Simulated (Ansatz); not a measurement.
Y₅Ge₃:
```cif
data_Ge6Y10
_chemical_formula_sum 'Y10 Ge6'
_space_group_name_H-M_alt 'P63/mcm'
_space_group_IT_number 193
_space_group_name_Hall '-P 6c 2'
_cell_length_a 8.49705
_cell_length_b 8.49705
_cell_length_c 6.44041
_cell_angle_alpha 90.000
_cell_angle_beta 90.000
_cell_angle_gamma 120.000
loop_
_atom_site_label
_atom_site_type_symbol
_atom_site_symmetry_multiplicity
_atom_site_Wyckoff_symbol
_atom_site_fract_x
_atom_site_fract_y
_atom_site_fract_z
_atom_site_occupancy
Y1 Y 6 g 0.24290 0.24290 0.75000 1
Y2 Y 4 d 0.33333 0.66667 0.00000 1
Ge1 Ge 6 g 0.39301 0.39301 0.25000 1
```

Relaxed with r²SCAN.

Tabulate the valence density and the electron localisation function along the shortest Y–Y contact (3.22 Å), the program Ansatz at the r²SCAN level (PAW).



```csv
distance from Y (Å),density (e/Å³),ELF
0.32,3.67,0.69
0.48,3.33,0.82
0.64,2.34,0.85
0.81,1.31,0.78
0.97,0.62,0.54
1.13,0.29,0.21
1.29,0.16,0.08
1.45,0.12,0.06
1.61,0.11,0.07
1.77,0.12,0.06
1.93,0.16,0.08
2.09,0.29,0.21
2.25,0.62,0.54
2.42,1.31,0.78
2.58,2.34,0.85
2.74,3.33,0.82
2.90,3.67,0.69
```

The density is the valence pseudo-density with augmentation charge, so density and ELF within about 1 Å of a nucleus are not all-electron values.

Space group P6_3/mcm. The workflow started from a Materials Project entry (that database holds measured and hypothetical structures alike); the Crystallography Open Database copy checked does not list it. Whether it is the stable phase at ambient conditions was not checked. The r²SCAN relaxation kept the symmetry of its start; its stability against distortions is not shown here. No spin polarisation was allowed.

Potentials: the later of the program's two PAW sets.
